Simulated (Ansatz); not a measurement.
Li₂SiS₃:
```
CELL_PARAMETERS angstrom
      5.81326    -3.38051     0.00000
      5.81326     3.38051     0.00000
      0.00000     0.00000     5.96564
ATOMIC_POSITIONS crystal
  Li 0.48784 0.18097 0.99035
  Li 0.51216 0.81903 0.49035
  Li 0.81903 0.51216 0.99035
  Li 0.18097 0.48784 0.49035
  Si 0.16341 0.83659 0.00309
  Si 0.83659 0.16341 0.50309
  S  0.54238 0.15487 0.58995
  S  0.45762 0.84513 0.08995
  S  0.84513 0.45762 0.58995
  S  0.15487 0.54238 0.08995
  S  0.13936 0.86064 0.63152
  S  0.86064 0.13936 0.13152
```

Relaxed with HSE06. Special points in fractions of this cell's reciprocal vectors: Γ (0.000, 0.000, 0.000); Y (0.500, 0.500, 0.000); F0 (0.335, 0.665, 0.000); Δ0 (-0.335, 0.335, 0.000); Z (0.000, 0.000, 0.500); B0 (-0.335, 0.335, 0.500); G0 (0.335, 0.665, 0.500); T (0.500, 0.500, 0.500); S (0.000, 0.500, 0.000); R (0.000, 0.500, 0.500).

Question: List the band energies nearest the valence-band maximum at these points for DFT-HSE06 in the program Ansatz with PAW potentials.

Answer: In eV from the valence-band maximum; about four levels below and three above (degenerate sets whole), none deeper than 8.9 eV; points with the same levels are listed once.

```csv
k,below,above
Γ,-0.64 -0.56 -0.53 -0.18,4.73 5.01 5.55
Y,-0.82 -0.81 -0.35 -0.18,4.90 4.96 5.59
F0,-0.73 -0.72 -0.45 -0.13,4.60 4.89 5.66
Z,-0.74 -0.74 0.00 0.00,4.35 4.35 6.10 6.10
B0,-0.60 -0.60 -0.46 -0.46,4.38 4.38 5.39 5.39
T,-0.74 -0.74 -0.29 -0.29,4.44 4.44 5.65 5.65
S,-0.70 -0.57 -0.48 -0.30,4.87 5.08 5.67
R,-0.59 -0.59 -0.45 -0.45,4.57 4.57 5.43 5.43
```

Space group Cmc2_1. The first step of the workflow began from a Materials Project structure, measured or hypothetical; the Crystallography Open Database copy checked does not list it. Its standing as an ambient phase is unchecked. The cell was relaxed with HSE06 under the symmetry of its start; its stability against distortions is not shown here. The hybrid was solved on a coarse mesh, the path and, where they were found, the r²SCAN edge points; its band edges are the extreme levels among these.

Potentials: the later of the program's two PAW sets.
